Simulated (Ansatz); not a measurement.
Here is an unrelaxed guess for ZnBr.

```xyz
2
Lattice="2.7812 1.6057 3.6246 -2.7812 1.6057 3.6246 0.0000 -3.2114 3.6246" Properties=species:S:1:pos:R:3 pbc="T T T"
Zn    0.0000    0.0000    0.0000
Br    0.0000    0.0000    5.4369
```

Theory: DFT PBE, scalar-relativistic, plane waves, PAW in Ansatz. Cutoff 420 eV; k points 6×6×6 on the computed 2-atom cell (Γ-centred); Gaussian smearing, width 0.10 eV; no spin polarisation.

Formation energies are uncorrected and refer to the elements' standard structures at the same level. The references include crystalline Br.

Problem. What does a single point on this coarse mesh give?

Solution. The pressure is -3.6 GPa (the mean over three directions, positive in compression), the largest force is 0.00 eV/Å (symmetry fixes the atoms), and the energy is +0.45 eV/atom against the elements. The shortest distance is 3.69 Å.

Problem. How much does it gain on relaxing, and where does it end?

Solution. Relaxing gains about 0.60 eV/atom (the start's value is from the coarse mesh, so the gain is rough) in 14 ionic steps and ends at −0.16 eV/atom on the finer mesh. The symmetry goes from R-3m (No. 166) to Fm-3m (No. 225). The end has the rock salt type. The volume per atom shrinks by 48.5 %, from 48.6 to 25.0 Å³. The shortest distance goes from 3.69 Å (Zn–Br) to 2.92 Å (Zn–Br). Conventional cell: a = 5.847 Å. Around Zn lie 6 Br at 2.92 Å; around Br lie 6 Zn at 2.92 Å.

The last run used an 18×18×18 mesh for its 2-atom cell and Gaussian smearing of 0.10 eV. An odd number of electrons in the primitive cell allows no gap without spin; a larger cell or a magnetic state could open one. The reference form of Br is held partly by dispersion forces, which this level lacks. The relaxation can't lower the symmetry of the start. A structure relaxed within its symmetry needn't be a true minimum.
